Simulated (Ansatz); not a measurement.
Relaxed Rh (fcc, Cu type):

```yaml
crystal:
  lattice:
    - [0.00000, 3.80000, 3.80000]
    - [1.90000, 0.00000, 1.90000]
    - [1.90000, 1.90000, 0.00000]
  atoms:
    - { symbol: Rh, position: [0.00000, 0.00000, 0.00000] }
    - { symbol: Rh, position: [0.50000, 0.00000, 0.00000] }
```

A phonon eigenvector at L = (0.5, 0.0, 0.0) is frozen into this cell: atom i moves by Q times the vector below, so Q is the largest atomic displacement, in Å. The cell is held. (q is in reciprocal vectors of the primitive cell; the cell shown is doubled to hold the pattern.)

```tsv
atom	x	y	z
Rh1	0.577	-0.577	-0.577
Rh2	-0.577	0.577	0.577
```

All values below come from r2SCAN (plane waves to 500 eV, PAW, scalar-relativistic; Ansatz, a first-principles code). k mesh 21×21×21 (Γ-centred), Fermi-Dirac smearing 0.05 eV. Energies are smeared free energies. With partly filled bands, energies and forces of such displacements shift with the k mesh and the smearing. Rh is run without spin polarisation. Rh was relaxed with its symmetry unable to fall. The zero of ΔE is the undisplaced structure. The last digit holds for this mesh only.

| Q (Å) | ΔE (meV/cell) |
|---|---|
| -0.1000 | withheld |
| -0.0833 | 156.1 |
| -0.0667 | 99.7 |
| -0.0500 | 56.0 |
| -0.0333 | 24.8 |
| -0.0167 | 6.2 |
| 0.0000 | 0.0 |
| 0.0167 | 6.2 |
| 0.0333 | 24.8 |
| 0.0500 | 56.0 |
| 0.0667 | 99.7 |
| 0.0833 | 156.1 |
| 0.1000 | withheld |

Fit an even polynomial form (powers 2, 4) to the given rows and predict ΔE at Q = -0.1000.

Least squares on the 11 given rows: ΔE = (22310)·Q² + (26580)·Q⁴, in meV/cell with Q in Å; root-mean-square residual 0.05 meV/cell. At -0.1000 the fit gives 225.8 meV/cell; the calculation gives 225.9 meV/cell, so the extrapolation is off by -0.1 (-0.0 %). The quadratic term alone would give 223.1 meV/cell.

(For displaced atoms, the force is minus the slope of the energy, and its curvature is a force constant, which sets phonon frequencies.)
